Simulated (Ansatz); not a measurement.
Here is an unrelaxed guess for SmIn2As3.

```
CELL_PARAMETERS angstrom
4.01640 0.00000 0.00000
-2.00820 3.47830 0.00000
0.00000 0.00000 9.83121
ATOMIC_POSITIONS crystal
Sm 0.00000 0.00000 0.00000
In 0.33333 0.66667 0.65599
In 0.66667 0.33333 0.34401
As 0.33333 0.66667 0.16590
As 0.66667 0.33333 0.83410
As 0.00000 0.00000 0.50000
```

All numbers below come from DFT PBE, scalar-relativistic, plane waves, PAW, and for the lanthanide a 4f-in-core norm-conserving potential, in Ansatz. Cutoff 690 eV; k points 6×6×2 on the computed 6-atom cell (Γ-centred); Gaussian smearing, width 0.10 eV; no spin polarisation.

Energies over the elements count from the elements' standard structures at the same level, with no fitted energy shifts.

Question: What does a single point on this coarse mesh give?

Answer: The pressure is 6.9 GPa (the mean over three directions, positive in compression), the largest force is 1.09 eV/Å, and the energy is −0.38 eV/atom against the elements. The shortest distance is 2.78 Å.

Question: Is it a good guess?

Answer: A good one: relaxing gains under 0.1 eV/atom (the start's value is from the coarse mesh, so the gain is rough) in 10 ionic steps and ends at −0.46 eV/atom on the finer mesh. The symmetry stays P-3m1 (No. 164). The volume per atom grows by 8.0 %, from 22.9 to 24.7 Å³. The shortest distance goes from 2.78 Å (In–As) to 2.87 Å (In–As). Conventional cell: a = 4.151 Å, c = 9.940 Å. Sm is surrounded by 6 As at 2.96 Å; around In lie 6 As at 2.87–2.91 Å; around As on a site of symmetry 3m lie 3 In at 2.87 Å and 3 Sm at 2.96 Å; 1 more site not described.

The last run used a 12×12×4 mesh (in the run's order of axes) for its 6-atom cell and Gaussian smearing of 0.10 eV. The reference form of As is held partly by dispersion forces, which this level lacks. The relaxation can't lower the symmetry of the start, and the grade says only how near the guess is to its own end. A structure relaxed within its symmetry needn't be a true minimum.

The lanthanide is trivalent by construction, without f bands, f moments or other valences. The reference runs of the other elements, and any phases without the lanthanide, used 420 eV, which shifts energies against them by under 10 meV/atom. The lanthanide's reference is the lowest of its hcp, dhcp and fcc cells.
